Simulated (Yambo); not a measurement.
A BSE run in Yambo for Rb₂RhAgF₆ (space group Fm-3m, No. 225) (LDA bands; 4×4×4 mesh, 23 valence and 6 conduction bands, static screening with 112 bands and a 3 Ry block, scissor 2.41 eV, Tamm-Dancoff; field along x) gives:

```csv
state,energy (eV),states within 2 meV,relative strength,class
1,1.08,3,0.02,dark
2,2.00,3,0.02,dark
3,2.95,3,0.05,dark
4,3.00,3,0.01,dark
5,3.03,3,< 0.01,dark
```

Q: What changes when the window shrinks to 14 valence and 3 conduction bands?

A: The lowest state goes from 1.078 eV to 1.128 eV, and its distance below the direct gap from 2.344 eV to 2.294 eV. These are vertical excitations (zero momentum). The scissor comes from a G0W0 run whose convergence isn't established.

Spin-orbit coupling is not included.

Geometry of the Materials Project entry, not relaxed at this level; primitive cell a = 6.254 Å, b = 6.254 Å, c = 6.254 Å, α = 60.00°, β = 60.00°, γ = 60.00°.

The structure is a Materials Project entry; no match was found in the copy of COD used, and its stability was not checked.
